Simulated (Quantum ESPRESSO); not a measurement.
```cif
data_Ga2N2
_chemical_formula_sum 'N2 Ga2'
_space_group_name_H-M_alt 'P63mc'
_space_group_IT_number 186
_space_group_name_Hall 'P 6c -2c'
_cell_length_a 3.21564
_cell_length_b 3.21564
_cell_length_c 5.16142
_cell_angle_alpha 90.000
_cell_angle_beta 90.000
_cell_angle_gamma 120.000
loop_
_atom_site_label
_atom_site_type_symbol
_atom_site_symmetry_multiplicity
_atom_site_Wyckoff_symbol
_atom_site_fract_x
_atom_site_fract_y
_atom_site_fract_z
_atom_site_occupancy
N1 N 2 b 0.33333 0.66667 0.37703 1
Ga1 Ga 2 b 0.66667 0.33333 0.49797 1
```

The PBEsol cell relaxed from Materials Project entry mp-804 was given a biaxial strain of +1 % along x and y, z relaxed, and the atoms were relaxed again.

Task: What does PBE (stringent potentials; pw.x of Quantum ESPRESSO, ONCV potentials, without SOC) give for the electronic structure near the Fermi level?

Result: The PBE gap is direct, 1.86 eV at Γ. Spin-orbit splittings are left out.
